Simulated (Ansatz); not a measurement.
These are results of Ansatz, DFT PBE, scalar-relativistic, plane waves, PAW, not measurements. Settings: cutoff 420 eV, Γ-centred meshes spaced at most about 0.3 Å⁻¹, and about 0.25 Å⁻¹ or finer for metals (2π included), Gaussian smearing. Collinear spin in cells that started with moments and kept them past the coarse steps, no spin elsewhere.

Temperature and zero-point effects are left out.

Compare these two cells of Zr₂SeS₂, each relaxed at this level.

A. (no spin) Space group P-6m2 (No. 187), hexagonal, a = 4.344 Å, c = 6.320 Å. Around Zr lie 1 Zr at 2.84 Å, 6 S at 2.88–3.05 Å, 3 Se at 2.88 Å and 1 Zr at 3.48 Å; around Se lie 3 S at 2.51 Å, 6 Zr at 2.88 Å and 2 S at 3.16 Å; around S on its first site lie 6 Zr at 3.05 Å and 2 Se at 3.16 Å; S on its second site has 3 Se at 2.51 Å and 6 Zr at 2.88 Å.

B. (site moments Zr 0.6 (×2); Se 0.6 μB) Space group P6/mmm (No. 191), hexagonal, a = 5.682 Å, c = 4.818 Å. Zr has 2 S at 2.41 Å; around Se lie 6 S at 3.28 Å (long against covalent radii, as for large ions); around S lie 2 Zr at 2.41 Å, 3 Se at 3.28 Å and 3 S at 3.28 Å.

Question: Which is lower in energy, and by how much?

Answer: A is lower, by 0.78 eV/atom. A has space group P-6m2 (No. 187), 20.7 Å³/atom and no gap on its mesh; B has space group P6/mmm (No. 191), 26.9 Å³/atom and no gap. Counting S or Se atoms around Zr (for each partner element, those within 1.25 times its shortest distance or 1.15 times the sum of covalent radii, where it is the nearest in units of that sum or under 1.3), A has Zr 9 and B has Zr 2. Their magnetic states differ too. The denser one is the lower, and pressure would at first widen the difference. Both come from invented guesses. A third cell relaxed alike, in P-6m2, lies 0.89 eV/atom below the lower of the two.

Another magnetic order may lie lower. Cells relaxed within their symmetry can be saddle points.
